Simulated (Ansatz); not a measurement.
**Data sheet: TaN (DFT)**

TaN:
```xyz
2
Lattice="0.0000 2.1738 2.1738 2.1738 0.0000 2.1738 2.1738 2.1738 0.0000" Properties=species:S:1:pos:R:3 pbc="T T T"
Ta     2.1738     2.1738     2.1738
N      0.0000     0.0000     0.0000
```

Space group Fm-3m (No. 225), rock salt; conventional cell a = b = c = 4.3476 Å, α = β = γ = 90.00°.

Method: plane-wave PAW LDA (Ansatz code). Geometry: relaxed at this level of theory. Other levels are named where they apply.

### Cell and energy

- Volume per atom = 10.27 Å³
- Density = 15.76 g/cm³
- Formation energy from the elements (no fitted shifts) = -1.23 eV/atom

### Electronic structure

- Electronic character = metallic (no gap)
- Density of states at the Fermi level = 0.35 states/eV per atom (mean over ±0.08 eV)

### Mechanics

- Bulk modulus (Birch–Murnaghan fit) = 376 GPa
- Pressure derivative B′ = 4.4
- Elastic constants (relaxed ions, GPa) = C11 = 839, C12 = 145, C44 = 72.6
- Mechanical stability = stable (all eigenvalues of C positive)
- Hill bulk and shear moduli = 376 and 144 GPa
- Young's modulus = 384 GPa
- Poisson's ratio = 0.33
- Debye temperature from the elastic constants = 465 K

### Phonons

- Highest zone-centre frequency: 424 cm⁻¹
- Zone-centre stability: no imaginary mode at Γ

The LDA relaxation kept the symmetry of its start. No spin polarisation was allowed. As this level gives no gap, shear constants depend on the k-mesh and smearing (Fermi–Dirac, 0.1 eV here). As this level gives no gap, phonon frequencies hold no LO–TO term and depend on the k-mesh and smearing (Fermi–Dirac, 0.1 eV here). The references are the lowest solids computed at this level, not always the standard phases (solids in place of the gases). Spin–orbit coupling is left out wherever it is not named.

Potentials: the earlier of the program's two PAW sets.
